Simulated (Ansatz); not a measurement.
**ZnO: from a starting cell to a relaxed one**

The start is a relaxed ZnO cell shaken by Gaussian noise of σ = 0.08 Å a coordinate. Cell shape, volume and atoms are optimised at zero target pressure with PBE (plane waves to 420 eV, PAW, scalar-relativistic; Ansatz, a first-principles code). The first steps use a coarse 7×7×2 k-mesh.

Input geometry:
```
CELL_PARAMETERS angstrom
      3.26955     0.00000     0.00000
     -1.63478     2.83151     0.00000
      0.00000     0.00000    15.96304
ATOMIC_POSITIONS crystal
  Zn 0.04296 0.06829 0.00109
  Zn 0.01490 0.98584 0.50287
  Zn 0.65351 0.33450 0.84176
  Zn 0.32677 0.61666 0.32806
  Zn 0.66881 0.32193 0.16423
  Zn 0.30735 0.68647 0.66940
  O  0.00080 0.95650 0.87490
  O  0.99489 0.00129 0.37492
  O  0.71289 0.37077 0.71495
  O  0.34508 0.69671 0.21936
  O  0.68583 0.34350 0.03477
  O  0.34698 0.67580 0.54603
```

Q: What pressure does the first self-consistent step give?

A: +3.0 GPa (positive: the cell is compressed).

Q: How much energy is released per atom?

A: 0.10 eV/atom.

Q: Is the parent structure recovered?

A: It relaxes back to the parent, P6₃mc (No. 186).

Q: How do the shortest distances between atoms change?

A: The closest pairs of elements (up to four, under 3.6 Å), start → end: O–Zn 1.75 → 2.00 Å; O–O 3.04 → 3.26 Å; Zn–Zn 3.08 → 3.26 Å.

Q: What band gap does the relaxed structure have at this level?

A: 0.67 eV, direct at Γ (no spin-orbit coupling).

The end point of the relaxation:

```cif
data_O6Zn6
_chemical_formula_sum 'Zn6 O6'
_space_group_name_H-M_alt 'P63mc'
_space_group_IT_number 186
_space_group_name_Hall 'P 6c -2c'
_cell_length_a 3.26963
_cell_length_b 3.26963
_cell_length_c 15.96321
_cell_angle_alpha 90.000
_cell_angle_beta 90.000
_cell_angle_gamma 120.000
loop_
_atom_site_label
_atom_site_type_symbol
_atom_site_symmetry_multiplicity
_atom_site_Wyckoff_symbol
_atom_site_fract_x
_atom_site_fract_y
_atom_site_fract_z
_atom_site_occupancy
Zn1 Zn 2 a 0.00000 0.00000 0.00197 1
Zn2 Zn 2 b 0.33333 0.66667 0.33549 1
Zn3 Zn 2 b 0.66667 0.33333 0.16871 1
O1 O 2 a 0.00000 0.00000 0.37676 1
O2 O 2 b 0.33333 0.66667 0.21002 1
O3 O 2 b 0.66667 0.33333 0.04321 1
```

Final values are on a 9×9×2 k-mesh of the relaxed cell. No spin polarisation in the result.

The first start was generated by placing the elements on the sites of a structure type. A measured structure of ZnO has the same space group, P6₃mc (No. 186); the sites were not compared with it.
